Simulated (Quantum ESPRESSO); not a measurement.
Sc4Ta4, one composition in several site orders

A calculation, not a measurement. The program is pw.x of Quantum ESPRESSO 7.5 (plane-wave density functional theory). The cell is made up: eight metal atoms on a face-centred cubic lattice, with elements, volume, strain and displacements drawn at random and not relaxed, so it may be unstable or far from any real phase. PseudoDojo standard norm-conserving files set the functional (PBE unless stated); there is no spin polarisation or spin-orbit coupling, the Fermi-Dirac width of 0.25 eV means electrons at about 2900 K, and the masses in the input are unused placeholders. Heavy elements are run without spin-orbit coupling, which real alloys of them have. A spin test at this wide smearing found no moment, but such smearing suppresses magnetism that the real alloy may have.

The runs put one composition on the sites in different orders. Cell, positions, cutoff, mesh and smearing stay as in the input of run 1; sites are counted in its order. Stress in the tables is positive in tension.

Input of run 1:

```
&control calculation='scf', pseudo_dir='./dojo.nc.sr.pbe.v0_5.standard.upf', outdir='./o', disk_io='minimal', tprnfor=.true., tstress=.true. /
&system ibrav=0, nat=8, ntyp=2, nbnd=66, ecutwfc=77.98206166, nosym=.true., tot_charge=0,
 occupations='smearing', smearing='fd', degauss=0.0183746611
/
&electrons conv_thr=1.470e-08, electron_maxstep=70, mixing_beta=0.5 /
ATOMIC_SPECIES
Sc 1.0 Sc.upf
Ta 1.0 Ta.upf
CELL_PARAMETERS angstrom
0.0 2.1751 2.1751
0.0 4.3502 -4.3502
-8.7003 -2.1751 2.1751
ATOMIC_POSITIONS angstrom
Sc -0.0741 -0.0098 -0.0302
Sc -4.2099 0.0545 -0.0642
Sc 0.15 2.3066 -2.0763
Ta -4.4352 2.1323 -2.1518
Sc -6.4801 0.058 2.3105
Ta -2.2457 2.2342 0.0758
Ta -6.4958 2.1387 0.1446
Ta -2.1108 4.4485 -2.1139
K_POINTS automatic
8 4 3 1 1 1
```

```
run  elements on sites 1 to 8  free energy less that of run 1 (eV)  -TS (eV)  pressure (GPa)  stress xx (GPa)  stress yy (GPa)  stress zz (GPa)  stress yz (GPa)  stress xz (GPa)  stress xy (GPa)  iterations
  1   Sc Sc Sc Ta Sc Ta Ta Ta                                0.000    -2.201            0.91            -3.06             0.35            -0.03             0.96            -0.51            -0.32          21
  2   Sc Ta Sc Ta Ta Ta Sc Sc                               -0.085    -2.302            1.30            -2.56            -0.37            -0.98             0.56             0.34            -0.73          21
  3   Sc Sc Ta Ta Sc Ta Ta Sc                               -0.251    -2.166            0.94            -1.74            -0.13            -0.95             1.42            -0.74             0.13          20
  4   Ta Sc Ta Sc Ta Ta Sc Sc                                0.132    -2.273            0.70            -2.77             0.14             0.54             1.04             0.56            -1.02          22
```

Forces Fx Fy Fz (eV/Å):

| site | run 1 | run 2 | run 3 | run 4 |
| --- | --- | --- | --- | --- |
| 1 | 0.06 -0.01 0.56 | 0.58 0.87 -0.33 | 0.55 0.32 0.14 | 0.78 0.34 -0.16 |
| 2 | -0.64 -0.32 0.90 | -0.71 -0.18 0.56 | -0.80 -0.07 0.67 | -0.65 -0.26 0.94 |
| 3 | -1.30 -0.01 -0.08 | -0.82 -0.97 0.91 | -0.61 -0.12 0.08 | -0.99 -0.54 0.54 |
| 4 | 0.91 0.02 0.20 | 0.48 0.50 -0.19 | 0.52 -0.29 0.63 | 0.48 0.59 0.04 |
| 5 | 0.61 -0.30 -0.14 | 1.13 -0.04 -0.19 | 0.06 -0.15 -0.30 | -1.17 -0.01 -0.34 |
| 6 | 0.53 0.39 -0.79 | -0.37 0.15 -0.46 | 0.84 0.77 -1.20 | 1.74 0.19 -0.67 |
| 7 | 0.64 0.85 -0.90 | 0.79 0.28 -0.55 | -0.25 0.46 -0.59 | -0.71 0.32 -0.54 |
| 8 | -0.81 -0.62 0.25 | -1.08 -0.61 0.26 | -0.30 -0.92 0.55 | 0.51 -0.62 0.18 |

The sites are displaced and not relaxed, so the energy differences mix bonding between neighbours with strain and are not ordering energies. A rerun of one cell of this series at a higher cutoff and on a denser mesh moved values by no more than 0.006 eV in energy, 0.04 GPa in stress and 0.003 eV/Å in force, and a second program with other atomic files agreed on that cell to 2 % rms in force and 0.5 GPa in pressure.